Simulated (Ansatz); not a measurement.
Given:

Zn:
```xyz
2
Lattice="2.5877 0.0000 0.0000 -1.2938 2.2410 0.0000 0.0000 0.0000 4.9278" Properties=species:S:1:pos:R:3 pbc="T T T"
Zn     0.0000     1.4940     1.2319
Zn     1.2938     0.7470     3.6958
```

This is the PBEsol-relaxed structure. Cartesian axes are those of the cell as given.

### Question
All from plane-wave PAW PBEsol (Ansatz code), unless another level is named. Predict the Poisson's ratio.

### Answer
0.26.

### Question
Next, the elastic constants (relaxed ions, GPa)?

### Answer
C11 = 212, C12 = 54.7, C13 = 55.8, C33 = 73.1, C44 = 35.4.

### Question
What about the highest zone-centre frequency?

### Answer
138 cm^-1.

Space group P6_3/mmc (hcp (Mg type)). The cell keeps a stress of up to 0.3 GPa. The PBEsol relaxation kept the symmetry of its start. As this level gives no gap, shear constants depend on the k-mesh and smearing (Fermi–Dirac, 0.1 eV here). As this level gives no gap, phonon frequencies hold no LO–TO term and depend on the k-mesh and smearing (Fermi–Dirac, 0.1 eV here). On the denser mesh and wider smearing of the elastic run this cell carries a stress of 0.7 GPa.

Potentials: the earlier of the program's two PAW sets. The files were generated under PBE; for other functionals the program regenerates the frozen cores, and for LDA and PBEsol the local potential too.
